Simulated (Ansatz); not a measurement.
# Hf: computed DOS

```cif
data_structure
_symmetry_space_group_name_H-M 'P 1'
_symmetry_Int_Tables_number 1
_cell_length_a 3.1967
_cell_length_b 3.1967
_cell_length_c 5.0578
_cell_angle_alpha 90.000
_cell_angle_beta 90.000
_cell_angle_gamma 120.000
_cell_volume 44.76
loop_
_atom_site_label
_atom_site_type_symbol
_atom_site_fract_x
_atom_site_fract_y
_atom_site_fract_z
_atom_site_occupancy
Hf1 Hf 0.33333 0.66667 0.25000 1
Hf2 Hf 0.66667 0.33333 0.75000 1
```

The runs use the primitive cell with vectors (3.197, 0.000, 0.000), (-1.598, 2.768, 0.000), (0.000, 0.000, 5.058) Å, to which the k mesh refers.

The geometry is COD entry 9008501, unchecked; take it as a test cell.

No spin–orbit coupling, which matters for the heavy atoms here.

Computed with DFT, PBEsol, all-electron LAPW, scalar-relativistic in Ansatz 0.2.0.

Numerical set-up: a Γ-centred 13×13×7 k mesh, Fermi–Dirac smearing of 0.05 eV, basis error target 0.5 meV/atom, no spin polarisation.

States per eV and cell, averaged over 0.4 eV, from -7.4 to 4.4 eV, with energies (bin centres) from the Fermi level; empty bins are left out. The partial columns, the largest 3 alone, are projections on Löwdin-orthogonalised atomic shells (those that the program's projection atoms carry: the occupied ones and, for some elements, an empty d or f shell; other empty shells have no column), summed over atoms of an element. Weights on diffuse s and p shells depend on that basis and aren't pure angular character.

| E (eV) | total | Hf 5d | Hf 6s | Hf 5p |
| --- | --- | --- | --- | --- |
| -7.3 | 0.03 | 0.00 | 0.02 | 0.00 |
| -6.9 | 0.11 | 0.00 | 0.10 | 0.00 |
| -6.5 | 0.16 | 0.00 | 0.15 | 0.00 |
| -6.1 | 0.21 | 0.01 | 0.19 | 0.00 |
| -5.7 | 0.29 | 0.03 | 0.24 | 0.01 |
| -5.3 | 0.32 | 0.04 | 0.26 | 0.01 |
| -4.9 | 0.39 | 0.08 | 0.29 | 0.01 |
| -4.5 | 0.51 | 0.14 | 0.34 | 0.01 |
| -4.1 | 0.69 | 0.27 | 0.39 | 0.01 |
| -3.7 | 1.22 | 0.72 | 0.47 | 0.02 |
| -3.3 | 1.37 | 0.92 | 0.41 | 0.02 |
| -2.9 | 1.41 | 1.05 | 0.32 | 0.02 |
| -2.5 | 1.70 | 1.42 | 0.23 | 0.02 |
| -2.1 | 1.81 | 1.64 | 0.13 | 0.02 |
| -1.7 | 1.43 | 1.33 | 0.06 | 0.02 |
| -1.3 | 2.35 | 2.16 | 0.10 | 0.03 |
| -0.9 | 3.23 | 2.89 | 0.17 | 0.05 |
| -0.5 | 1.76 | 1.60 | 0.08 | 0.02 |
| -0.1 | 1.33 | 1.18 | 0.06 | 0.01 |
| 0.3 | 3.05 | 2.71 | 0.15 | 0.02 |
| 0.7 | 3.54 | 3.09 | 0.21 | 0.02 |
| 1.1 | 2.96 | 2.48 | 0.19 | 0.02 |
| 1.5 | 3.13 | 2.90 | 0.10 | 0.01 |
| 1.9 | 2.08 | 1.96 | 0.04 | 0.01 |
| 2.3 | 1.01 | 0.96 | 0.01 | 0.00 |
| 2.7 | 1.21 | 1.17 | 0.01 | 0.00 |
| 3.1 | 1.32 | 1.27 | 0.02 | 0.00 |
| 3.5 | 1.25 | 1.19 | 0.03 | 0.00 |
| 3.9 | 1.30 | 1.22 | 0.04 | 0.00 |
| 4.3 | 1.58 | 1.45 | 0.08 | 0.00 |

Q: Which of the resolved shells contributes most within 0.3 eV of the Fermi level?

A: Hf 5d, with 89 % of all states there; Hf 6s follows with 4 %.

Q: Where is the centre of the filled Hf 5d states between -14 eV and the top of the filled states?

A: -1.83 eV from the Fermi level.
